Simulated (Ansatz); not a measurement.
The relaxed structure here is a generated cell of ZrO2: the first start was made by placing the elements on the sites of a structure type, and the end was not matched to a known phase here, so it may be hypothetical. Known forms of ZrO2 include space group No. 14, 137, 225.

A structure of ZrO2 relaxed with PBEsol (plane waves to 420 eV, PAW, scalar-relativistic; Ansatz, a quantum-chemistry and plane-wave program); single points at other levels follow on the same geometry (Ansatz, PAW; HSE06 at 420 eV on a 8×8×8 k-mesh; no spin-orbit coupling). Space group F-43m (No. 216).

```cif
data_O8Zr4
_chemical_formula_sum 'O8 Zr4'
_space_group_name_H-M_alt 'F-43m'
_space_group_IT_number 216
_space_group_name_Hall 'F -4 2 3'
_cell_length_a 5.01075
_cell_length_b 5.01075
_cell_length_c 5.01075
_cell_angle_alpha 90.000
_cell_angle_beta 90.000
_cell_angle_gamma 90.000
loop_
_atom_site_label
_atom_site_type_symbol
_atom_site_symmetry_multiplicity
_atom_site_Wyckoff_symbol
_atom_site_fract_x
_atom_site_fract_y
_atom_site_fract_z
_atom_site_occupancy
O1 O 4 a 0.00000 0.00000 0.00000 1
O2 O 4 d 0.75000 0.75000 0.75000 1
Zr1 Zr 4 c 0.25000 0.25000 0.25000 1
```
(The calculation used a cell of 3 atoms; values per cell refer to that cell.)

```
level   gap (eV)      kind  conduction minimum
------  --------  --------  ------------------
PBEsol      2.02  indirect                   X
HSE06          …         –                   …
```

**Question.** What belongs in the gaps?

**Answer.** 
- HSE06, gap (eV): 3.16
- HSE06, conduction minimum: X

HSE06 gaps come from a coarse mesh plus a few chosen points, so they may be too large. No spin polarisation in the result.

The run could not lose the symmetry of its start, so the end can be a saddle point.

All atoms sit on sites fixed by symmetry, so only the cell could relax.

It was reached from a disturbed copy of a Fm-3m (No. 225) cell (fluorite type), against which it lies +1.093 eV/atom.
